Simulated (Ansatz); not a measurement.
# Structure relaxation, VSi₂

The start is a generated cell, VSi2 built in the AFLOW prototype AB2_hP3_164_a_d (C6, as in CdI2). Cell shape, volume and atoms are optimised at zero target pressure with PBEsol (plane waves to 420 eV, PAW, scalar-relativistic; Ansatz, an electronic-structure program). The first steps use a coarse 9×9×5 k-mesh.

The start:
```yaml
crystal:
  lattice:
    - [3.04616, 0.00000, 0.00000]
    - [-1.52308, 2.63805, 0.00000]
    - [0.00000, 0.00000, 4.91409]
  atoms:
    - { symbol: V, position: [0.00000, 0.00000, 0.00000] }
    - { symbol: Si, position: [0.33333, 0.66667, 0.25200] }
    - { symbol: Si, position: [0.66667, 0.33333, 0.74800] }
```
Spin-polarised start, with parallel moments on V.

**Question.** How large is the pressure on the unrelaxed cell, and of which sign?

**Answer.** +47 GPa (positive: the cell is compressed).

**Question.** What is the largest force in the starting geometry, and on which atom (counted from 1)?

**Answer.** About 6.2 eV/Å, on Si2, Si3 (atoms numbered as listed).

**Question.** How does the volume per atom move from start to end?

**Answer.** -0.5 %, from 13.16 to 13.10 Å³/atom.

**Question.** How do the shortest distances between atoms change?

**Answer.** The closest pairs of elements (up to four, under 3.6 Å), start → end: Si–V 2.15 → 2.51 Å; Si–Si 3.01 → 2.61 Å; V–V 3.05 → 2.77 Å.

**Question.** Is the relaxed structure metallic? Give its gap.

**Answer.** Zero (metallic).

**Question.** What magnetic moments remain?

**Answer.** Zero (the starting moments vanished).

**Question.** Write out the relaxed structure.

**Answer.** 
Space group P-3m1 (No. 164); a = 2.7679 Å, b = 2.7679 Å, c = 5.9237 Å, α = 90.00°, β = 90.00°, γ = 120.00°

```csv
atom,site,symmetry,x,y,z
V,1a,-3m.,0.0000,0.0000,0.0000
Si,2d,3m.,0.3333,0.6667,0.3257
```

The space group stays P-3m1 (No. 164) (the run could not lower it), with 3 atoms in the primitive cell. Final values are on a 19×19×8 k-mesh of the relaxed cell. No spin polarisation in the result: the starting moments vanished. The relaxed primitive cell holds an odd number of electrons. A magnetic state may lie lower.

The run could not lose the symmetry of its start: the end is stationary, and may be a saddle point rather than a minimum.

The relaxed structure here is a generated cell of VSi2: the first start was made by placing the elements on the sites of a structure type, and the end was not matched to a known phase here, so it may be hypothetical.
